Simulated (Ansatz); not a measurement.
Cu (fcc, Cu type)

```xyz
1
Lattice="0.0000 1.7819 1.7819 1.7819 0.0000 1.7819 1.7819 1.7819 0.0000" Properties=species:S:1:pos:R:3 pbc="T T T"
Cu     0.0000     0.0000     0.0000
```

The slice is a {110} plane (indices of the conventional cell) through the point (0.000, 0.000, 0.000) (fractional), spanned by u = [100] and v = [1 -1 -1] in vectors of this cell: u (2.52 Å) and v (3.56 Å, at 90° to u). It covers one period; positions are fractions (u, v).

Computed with PBEsol (plane waves to 420 eV, PAW, scalar-relativistic; Ansatz, an electronic-structure program). k mesh 22×22×22. Near the nuclei the fields are pseudised (PAW); where an atom keeps semicore shells as valence, they peak there. Cu is run without spin polarisation. Cu was relaxed with its symmetry unable to fall.

Three fields on this plane, each scaled to ten steps between its own extremes (0 low, 9 high; the total valence density on a logarithmic scale, the potential cut 8 eV below its top; x marks points blanked near nuclei; v = 0 in the bottom row):

Map A
```
|xxxxxx242xxxxx|
|xxxxxx353xxxxx|
|xxxxx15651xxxx|
|xxxx0467640xxx|
|xxx146777641xx|
|33456677766543|
|77777666667777|
|88877655567788|
|99986544456899|
|99986544456899|
|99986544456899|
|88877655567788|
|77777666667777|
|33456677766543|
|xxx146777641xx|
|xxxx0467640xxx|
|xxxxx15651xxxx|
|xxxxxx353xxxxx|
|xxxxxx242xxxxx|
|xxxxxx242xxxxx|
```

Map B
```
|xxxxxx141xxxxx|
|xxxxxx252xxxxx|
|xxxxx04740xxxx|
|xxxx0379730xxx|
|xxx026999620xx|
|00136899986310|
|23467777777643|
|55566665666655|
|55555544455555|
|55555444445555|
|55555544455555|
|55566665666655|
|23467777777643|
|00136899986310|
|xxx026999620xx|
|xxxx0379730xxx|
|xxxxx04740xxxx|
|xxxxxx252xxxxx|
|xxxxxx141xxxxx|
|xxxxxx141xxxxx|
```

Map C
```
|xxxxxx868xxxxx|
|xxxxxx757xxxxx|
|xxxxx96569xxxx|
|xxxx9654569xxx|
|xxx865444569xx|
|77655444445567|
|33334455544333|
|11234555554321|
|00124566654210|
|00124566654210|
|00124566654210|
|11234555554321|
|33334455544333|
|77655444445567|
|xxx965444568xx|
|xxxx9654569xxx|
|xxxxx96569xxxx|
|xxxxxx757xxxxx|
|xxxxxx868xxxxx|
|xxxxxx868xxxxx|
```

Question: Assign the maps to these fields: electron localisation function (ELF); valence electron density; electrostatic potential energy of an electron, from the cell's mean.

Answer: A is the electrostatic potential energy of an electron, from the cell's mean; B is the electron localisation function (ELF); C is the valence electron density.
